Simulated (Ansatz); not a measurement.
HgS in space group P3_221 (No. 154; Hg on 3a, S on 3b), DFT-PBE+D3(BJ) in the program Ansatz with PAW potentials. The conduction-band minimum lies at Γ, with 1 equivalent valley. Second derivatives d²E/dk² of the lowest band at one valley (eV·Å²), along Cartesian directions:

```csv
direction,d²E/dk²
[100],6.441
[010],6.441
[001],19.03
[110],6.441
[101],12.74
[011],12.74
```

Task: Find the principal effective masses, the density-of-states mass and the conductivity mass.

Result: Off-diagonal terms follow from H_xy = H[110] − (H_xx + H_yy)/2, and m*/mₑ = 7.620 eV·Å² over each eigenvalue: 0.40, 1.2, 1.2. One valley's DOS mass (m₁m₂m₃)^(1/3) = 0.82, conductivity mass 3/(Σ 1/mᵢ) = 0.72 mₑ.

Task: What effective density of states Nc follows at 300 K for parabolic valleys?

Result: Nc = 2.509e19 × 1 × (0.82)^(3/2) ≈ 1.9e19 cm⁻³.

The cell was relaxed with PBE+D3(BJ) under the symmetry of its start; of distortions, only those at the zone centre were tested. Scalar-relativistic: spin–orbit coupling is off unless named, which matters more the heavier the elements.

Potentials: the later of the program's two PAW sets.

Edges and masses are those of Kohn–Sham bands, whose gap is no quasiparticle gap.
